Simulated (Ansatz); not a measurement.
CaO:
Space group P6₃/mmc (No. 194); a = b = 3.909 Å, c = 4.684 Å, α = β = 90.00°, γ = 120.00°

```
atom  site  symmetry       x       y       z
----  ----  --------  ------  ------  ------
Ca      2d      -6m2  0.6667  0.3333  0.2500
O       2c      -6m2  0.3333  0.6667  0.2500
```

This is the LDA-relaxed structure.

**Question.** All from plane-wave PAW LDA (Ansatz code), unless another level is named. Estimate the hole effective mass.

**Answer.** 0.34, 2.7, 2.7 mₑ (principal values).

**Question.** Predict the band gap.

**Answer.** 3.22 eV (direct).

**Question.** Predict the weight of the valence-edge state by species (Voronoi cells).

**Answer.** O 95 %, Ca 5 %.

**Question.** Give the weight of the conduction-edge state by species (Voronoi cells).

**Answer.** Ca 50 %, O 50 %.

**Question.** What about the valence-band maximum?

**Answer.** at Γ.

Space group P6_3/mmc. The first step of the workflow began from a Materials Project structure, measured or hypothetical; the Crystallography Open Database copy checked does not list it. It is not the phase usual at ambient conditions (space group No. 225). The cell was relaxed with LDA under the symmetry of its start; phonons on a q-mesh show no instability.

Potentials: the later of the program's two PAW sets.
